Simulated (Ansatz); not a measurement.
Ba$_{4}$Sb$_{2}$O:
```yaml
crystal:
  lattice:
    - [-2.60148, 2.60148, 9.03767]
    - [2.60148, -2.60148, 9.03767]
    - [2.60148, 2.60148, -9.03767]
  atoms:
    - { symbol: Ba, position: [0.67048, 0.67048, 0.00000] }
    - { symbol: Ba, position: [0.32952, 0.32952, 0.00000] }
    - { symbol: Ba, position: [0.50000, 0.00000, 0.50000] }
    - { symbol: Ba, position: [0.00000, 0.50000, 0.50000] }
    - { symbol: Sb, position: [0.86248, 0.86248, 0.00000] }
    - { symbol: Sb, position: [0.13752, 0.13752, 0.00000] }
    - { symbol: O, position: [0.50000, 0.50000, 0.00000] }
```

Relaxed with PBEsol. Special points in fractions of this cell's reciprocal vectors: Γ (0.000, 0.000, 0.000); X (0.000, 0.000, 0.500); P (0.250, 0.250, 0.250); N (0.000, 0.500, 0.000); M (0.500, 0.500, -0.500); S (0.271, 0.729, -0.271); S0 (-0.271, 0.271, 0.271); R (-0.041, 0.041, 0.500); G (0.500, 0.500, -0.041).

Task: List the band energies nearest the valence-band maximum at these points for PBEsol with spin–orbit coupling (plane waves, PAW; program Ansatz).

Result: In eV from the valence-band maximum; about four levels below and three above (degenerate sets whole), none deeper than 8.9 eV; points with the same levels are listed once.

```csv
k,below,above
Γ,-0.20 -0.20 -0.12 -0.12,0.79 0.79 0.80 0.80
X,-0.78 -0.78 -0.66 -0.66,0.95 0.95 1.34 1.34
P,-0.76 -0.76 -0.64 -0.64,1.12 1.12 1.14 1.14
N,-1.11 -1.11 -0.83 -0.83,1.49 1.49 1.55 1.55
M,-0.37 -0.37 0.00 0.00,0.33 0.33 0.83 0.83
S,-1.02 -1.02 -0.75 -0.75,1.39 1.39 1.60 1.60
R,-0.79 -0.79 -0.65 -0.65,0.96 0.96 1.35 1.35
```

Space group I4/mmm. The workflow started from a Materials Project entry (that database holds measured and hypothetical structures alike); the Crystallography Open Database files this formula in space group No. 139, but the cells were not matched. Its standing as an ambient phase is unchecked. Symmetry was held in the PBEsol relaxation; whether a distortion lowers the energy is not shown.

Potentials: the later of the program's two PAW sets.
